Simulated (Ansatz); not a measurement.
Zr$_{2}$Ga$_{3}$Cu:
```yaml
crystal:
  lattice:
    - [4.95746, 2.05967, 0.00000]
    - [-4.95746, 2.05967, 0.00000]
    - [-4.36709, 0.00000, 4.93833]
  atoms:
    - { symbol: Zr, position: [0.45833, 0.54167, 0.20116] }
    - { symbol: Zr, position: [0.54518, 0.45482, 0.79239] }
    - { symbol: Ga, position: [0.14945, 0.85055, 0.61406] }
    - { symbol: Ga, position: [0.17353, 0.82647, 0.20778] }
    - { symbol: Ga, position: [0.83984, 0.16016, 0.79463] }
    - { symbol: Cu, position: [0.83366, 0.16634, 0.38997] }
```

Relaxed with r²SCAN. Special points in fractions of this cell's reciprocal vectors: Γ (0.000, 0.000, 0.000); C (0.327, 0.327, 0.000); C2 (-0.327, 0.673, 0.000); Y2 (-0.500, 0.500, 0.000); M2 (-0.500, 0.500, 0.500); D (-0.250, 0.750, 0.500); D2 (0.250, 0.250, 0.500); A (0.000, 0.000, 0.500); L2 (0.000, 0.500, 0.500); V2 (0.000, 0.500, 0.000).

### Question
List the band energies nearest the Fermi level at these points for r²SCAN in the plane-wave PAW code Ansatz.

### Answer
In eV from the Fermi level; about four levels below and three above (degenerate sets whole), none deeper than 8.9 eV; points with the same levels are listed once.

```csv
k,below,above
Γ,-2.23 -1.64 -1.37 -0.76,0.39 1.96 2.02
C,-3.03 -2.51 -1.53 -1.06,0.51 0.78 1.29
Y2,-3.28 -1.44 -1.32 -0.20,0.19 0.49 0.80
M2,-1.89 -0.91 -0.78 -0.71,0.31 0.67 1.89
D,-1.12 -0.93 -0.70 -0.27,2.12 2.25 2.56
A,-1.76 -1.15 -0.56 -0.39,0.58 0.92 1.81
L2,-1.13 -0.89 -0.76 -0.36,2.45 2.47 2.51
V2,-2.25 -2.04 -1.73 -1.15,0.78 1.62 2.11
```

Space group Cm. The first step of the workflow began from a Materials Project structure, measured or hypothetical; the Crystallography Open Database copy checked does not list it. With Ga and Cu taken as one species the cell has the higher symmetry Ima2, so it may be an ordered model of a mixed-site phase. Whether it is the stable phase at ambient conditions was not checked. The r²SCAN relaxation kept the symmetry of its start; whether a distortion lowers the energy is not shown. The run is not spin-polarised. Spin–orbit coupling is left out wherever it is not named.

Potentials: the later of the program's two PAW sets.
